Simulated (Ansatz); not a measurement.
YSe:
```
YSe
1.0
    0.00000     2.84449     2.84449
    2.84449     0.00000     2.84449
    2.84449     2.84449     0.00000
Se Y
1 1
Direct
  0.00000   0.00000   0.00000
  0.50000   0.50000   0.50000
```

Relaxed with PBEsol. Special points in fractions of this cell's reciprocal vectors: Γ (0.000, 0.000, 0.000); X (0.500, 0.000, 0.500); U (0.625, 0.250, 0.625); K (0.375, 0.375, 0.750); L (0.500, 0.500, 0.500); W (0.500, 0.250, 0.750).

**Question.** List the band energies nearest the Fermi level at these points for PBEsol in the plane-wave PAW code Ansatz.

**Answer.** In eV from the Fermi level; about four levels below and three above (degenerate sets whole), none deeper than 8.9 eV; points with the same levels are listed once.

```json
[
 {"k": "Γ", "below": "-2.98 -2.98 -2.98 -0.23 -0.23 -0.23", "above": "0.58 0.58 0.84"},
 {"k": "X", "below": "-5.47 -3.86 -3.86 -2.22", "above": "1.73 2.60 3.29 3.29"},
 {"k": "U", "below": "-5.41 -5.30 -4.43 -0.56", "above": "2.68 2.77 2.99"},
 {"k": "L", "below": "-6.94 -4.91 -4.91", "above": "1.73 2.37 2.37"},
 {"k": "W", "below": "-5.20 -5.08 -5.08", "above": "0.85 0.85 2.38"}
]
```

Space group Fm-3m (rock salt). The workflow started from an entry of the Crystallography Open Database (COD). Its standing as an ambient phase is unchecked. Symmetry was held in the PBEsol relaxation; of distortions, only those at the zone centre were tested. The run is not spin-polarised. With an odd number of electrons in the cell and no spin polarisation, the count alone makes it a metal. Scalar-relativistic: spin–orbit coupling is off unless named, which matters more the heavier the elements.

Potentials: the later of the program's two PAW sets.
